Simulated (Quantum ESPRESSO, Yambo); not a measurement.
**Levels of theory for the gap of SrNH**

SrNH (space group Pnma, No. 62): one geometry, one set of norm-conserving LDA (Quantum ESPRESSO, 84 Ry, without SOC) orbitals, self-energies from Yambo (2×4×2 Γ-centred k mesh, 243 bands and a 7 Ry block in the screening, 243 bands in G with the Bruneval-Gonze terminator, plasmon pole fitted at 27.2 eV).

The geometry is that of Materials Project entry mp-1187172, symmetrised and not relaxed again.

| level | gap Γ → (0, -0.5, 0) (eV) | direct gap at Γ (eV) | rough Yambo cost |
|---|---|---|---|
| LDA (Quantum ESPRESSO) | 1.85 | 1.90 | – |
| exchange only (Hartree-Fock self-energy on LDA orbitals) | 10.20 | 10.17 | about 1/20 (12 states) |
| static COHSEX@LDA | 4.17 | 4.17 | within a factor of two (3 states) |
| G0W0@LDA, plasmon pole | 3.29 | 3.29 | 1 (12 states) |

Bare exchange has no screening and gives the widest gap; static COHSEX screens it but leaves out the frequency dependence, which G0W0 restores.

Costs are rough ratios of core time on shared machines.

Nearest settings tried, and what they do to the gap: 158 bands in G: +4 meV; 6 Ry block (279 vectors against 371): -55 meV; 1×2×2 mesh: -151 meV. Not varied: bands in W. So the settings aren't converged at that level.

The structure is a Materials Project entry; no match was found in the copy of COD used, and its stability was not checked.
